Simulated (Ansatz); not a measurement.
# Na: structures and their energies

23 relaxations of Na ended in 7 distinct structures. Calculation: r2SCAN (plane waves to 500 eV, PAW, scalar-relativistic; Ansatz, a program for electronic structure).

```csv
#,space group,Pearson,type,E − E(lowest) (eV/atom),V (Å³/atom),coordination,runs ending here
1,P6₃/mmc,hP2,hcp (Mg type),0.00,37.76,Na 12 (anticuboctahedral),2
2,P6₃/mmc,hP4,"AFLOW prototype A_hP4_194_ac (A3', as in La)",0.00,37.73,–,2
3,Im-3m,cI2,bcc (W type),0.00,37.66,Na 8 (cubic)+6,12
4,Fm-3m,cF4,fcc (Cu type),0.00,37.84,Na 12 (cuboctahedral),3
5,Pm-3n,cP8,–,0.01,37.95,–,2
6,Pm-3m,cP1,simple cubic type,0.12,39.84,Na 6 (octahedral),1
7,Ia-3d,cI16,–,0.23,41.47,–,1
```

Coordination numbers (neighbours up to the widest gap in distance over summed covalent radii, below 1.35; n+m marks a second, longer set). All are gapless at this level. P6₃/mmc, hP2, hcp (Mg type) is the lowest of the structures calculated here, level within the accuracy with P6₃/mmc, hP4, AFLOW prototype A_hP4_194_ac (A3', as in La); Im-3m, cI2, bcc (W type); Fm-3m, cF4, fcc (Cu type).

Na is taken in the hexagonal space group P6₃/mmc (No. 194), the hcp (Mg type) structure, Pearson symbol hP2. Conventional cell: a = b = 3.764 Å, c = 6.153 Å, α = β = 90.00°, γ = 120.00°. Na on 2d is surrounded by 12 Na at 3.764–3.767 Å (anticuboctahedral). (Neighbours: up to the widest gap in distance over summed covalent radii, below 1.35, at either atom.)

Each run could gain symmetry but not lose that of its start, so entries can be saddle points. From databases, or of a type measured for this composition: P6₃/mmc, hP2, hcp (Mg type); Im-3m, cI2, bcc (W type); the others are generated cells (placed on structure types, drawn at random, substituted or restacked) that were not matched to a known phase here. Energies are at zero temperature and pressure, without zero-point motion. Each cell has its own k-point mesh; energy differences are given only to the digits this allows. No spin polarisation in the result.
